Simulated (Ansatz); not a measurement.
**EuS2, relaxed from a CdCl2-type start to space group Fm-3m (read at 0.02 Å)**

The computed numbers are results of PBE, scalar-relativistic (collinear spin) in the plane-wave PAW code Ansatz at 420 eV, 10×10×10 k-mesh, Gaussian smearing of 0.05 eV. The datasets are Ansatz's generated set soft_2.

```
Eu S
1.0
     2.35437    1.35930    3.84277
    -2.35437    1.35930    3.84277
     0.00000   -2.71859    3.84277
Eu S
1 2
Direct
  0.00000 0.00000 0.00000
  0.24996 0.24996 0.24996
  0.75004 0.75004 0.75004
```

This is a trial structure made by placing the elements on a prototype's sites, so it needn't be the stable form.

The geometry is fixed. Moments are started on Eu in several ways. q is the propagation vector of an order in a doubled cell, in units of this cell's reciprocal vectors; doubled cells take an equivalent mesh or are counted from a ferromagnetic run in the same cell, unless said otherwise. Energies count from the first row, the state in which the cell was relaxed.

The starts:
- ferromagnetic
- no spin polarisation
- antiparallel, q = (0, 0, 1/2)
- antiparallel, q = (0, 1/2, 1/2)
- antiparallel, q = (1/2, 1/2, 1/2)

(1) Which start ends lowest?

Answer:

(1) Lowest, alike within 0.5 meV/atom: antiparallel, q = (0, 0, 1/2); antiparallel, q = (1/2, 1/2, 1/2).

| start | largest typed moment (μB) | ΔE (meV/atom) | gap on the mesh (eV) | P (GPa) | final spin moments (μB) |
| --- | --- | --- | --- | --- | --- |
| ferromagnetic | 6.93 | 0.0 | metal | 0.0 | Eu 6.30; S -0.45 |
| no spin polarisation | 0.00 | 2055.4 | metal | -4.9 | none |
| antiparallel, q = (0, 0, 1/2) | 6.00* | -8.1 | metal | -0.3 | Eu 6.34, -6.34; S -0.17, 0.17 |
| antiparallel, q = (0, 1/2, 1/2) | 6.00* | -1.6 | metal | -0.3 | Eu 6.33, -6.33 |
| antiparallel, q = (1/2, 1/2, 1/2) | 6.00* | -8.0 | metal | -0.3 | Eu 6.34, -6.34; S 0.17, -0.17 |

A star marks runs that didn't start from the typed moments alone: the program put its own moment for the open shell in their place.

The moments on the other atoms differ between rows, so the energies hold more than the order of the magnetic atoms.

Eu holds between six and seven f electrons here, with holes on the anions, a state that this level describes badly.

The program marks the state without spin polarisation as possibly unstable.

The row without spin polarisation prices the pairing of the open shell's electrons, not a magnetic ordering energy.

Only orders that fit these small cells were tried, so the real crystal's order may be another.

Without a U the 4f levels of Eu lie too near the Fermi level, so their share of the states there, and what hangs on it, is overstated. Spin–orbit coupling is left out. Site moments are of spin, integrated over atomic spheres.

The open shells may stand above their lowest state.
